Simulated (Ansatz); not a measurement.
Here is the system:

HfIr₃ (Cu3Au type, space group No. 221), a = b = c = 3.8992 Å, α = β = γ = 90.00°.

This is the LDA-relaxed structure.

Q: All from the program Ansatz at the LDA level (PAW), unless another level is named. Estimate the highest zone-centre frequency.

A: 5.46 THz.

Q: Next, the bulk modulus (Birch–Murnaghan fit)?

A: 3220 kbar.

Space group Pm-3m (Cu3Au type). The workflow started from a Materials Project entry (that database holds measured and hypothetical structures alike); the Crystallography Open Database files this formula in space group No. 221, but the cells were not matched. Whether it is the stable phase at ambient conditions was not checked. The LDA relaxation kept the symmetry of its start; of distortions, only those at the zone centre were tested. No spin polarisation was allowed. As this level gives no gap, phonon frequencies hold no LO–TO term and depend on the k-mesh and smearing (Fermi–Dirac, 0.1 eV here). Spin–orbit coupling is left out wherever it is not named.

Potentials: the later of the program's two PAW sets.
